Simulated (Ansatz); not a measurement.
This guess for NaH4 is about to be relaxed.

```cif
data_structure
_symmetry_space_group_name_H-M 'Amm2'
_symmetry_Int_Tables_number 38
_cell_length_a 2.8760
_cell_length_b 6.4741
_cell_length_c 5.5711
_cell_angle_alpha 90.000
_cell_angle_beta 90.000
_cell_angle_gamma 90.000
_cell_volume 103.73
loop_
_atom_site_label
_atom_site_type_symbol
_atom_site_symmetry_multiplicity
_atom_site_Wyckoff_symbol
_atom_site_fract_x
_atom_site_fract_y
_atom_site_fract_z
_atom_site_occupancy
Na1 Na 2 b 0.50000 0.00000 0.67397 1
H1 H 4 e 0.50000 0.09485 0.25396 1
H2 H 4 d 0.00000 0.76810 0.36967 1
```

Theory: Ansatz, DFT PBE, scalar-relativistic, plane waves, PAW. Cutoff 420 eV, Gaussian smearing, Γ-centred meshes. Cell and atoms relax first on a coarse mesh and then on a finer one. In between, the cell is made exact in the group found at 0.06 Å. In metals the finer mesh still leaves noise of several meV/atom or more. The steps can't lower the symmetry of their start. No spin polarisation.

A guess keeps its type if space group and coordination stay and the shape of the cell changes little (axis ratios within about 15 %, angles within 6°); the volume may change.

**Question.** Does this structure survive the relaxation?

**Answer.** It doesn't keep its type. The symmetry goes from Amm2 (No. 38) to Cmmm (No. 65). The volume per atom shrinks by 10.0 %, from 10.4 to 9.3 Å³. The shortest distance goes from 1.23 Å (H–H) to 0.76 Å (H–H). Counting neighbours within 15 % of an atom's shortest distance, the start has H 1/2, Na 12 and the end H 1/6, Na 4. In detail, at the end Na has 4 H at 2.09 Å and 8 H at 2.59 Å; around H on a site of symmetry m2m lie 1 H at 0.76 Å, 2 Na at 2.09 Å and 4 H at 2.36 Å; around H on a site of symmetry 2/m lie 2 H at 2.06 Å and 4 H at 2.36 Å (long contacts).

```cif
data_structure
_symmetry_space_group_name_H-M 'Cmmm'
_symmetry_Int_Tables_number 65
_cell_length_a 4.1154
_cell_length_b 6.8521
_cell_length_c 3.3088
_cell_angle_alpha 90.000
_cell_angle_beta 90.000
_cell_angle_gamma 90.000
_cell_volume 93.31
loop_
_atom_site_label
_atom_site_type_symbol
_atom_site_symmetry_multiplicity
_atom_site_Wyckoff_symbol
_atom_site_fract_x
_atom_site_fract_y
_atom_site_fract_z
_atom_site_occupancy
Na1 Na 2 c 0.50000 0.00000 0.50000 1
H1 H 4 j 0.50000 0.55521 0.50000 1
H2 H 4 e 0.25000 0.75000 0.00000 1
```

The zero of energy is the elements' standard structures at the same level (H₂ as a molecule); no fitted shifts are applied.

**Question.** At what energy does it end?

**Answer.** +0.38 eV/atom. The separate elements lie lower, so it is unstable against them.

The last run used a 10×10×12 mesh (in the run's order of axes) for its 5-atom cell and Gaussian smearing of 0.10 eV. The cell is a metal run without spin; a magnetic state may lie lower. With hydrogen, zero-point motion can shift formation energies by some tens of meV/atom. A structure relaxed within its symmetry needn't be a true minimum.

In counts of neighbours, a slash parts the counts of unlike sites.
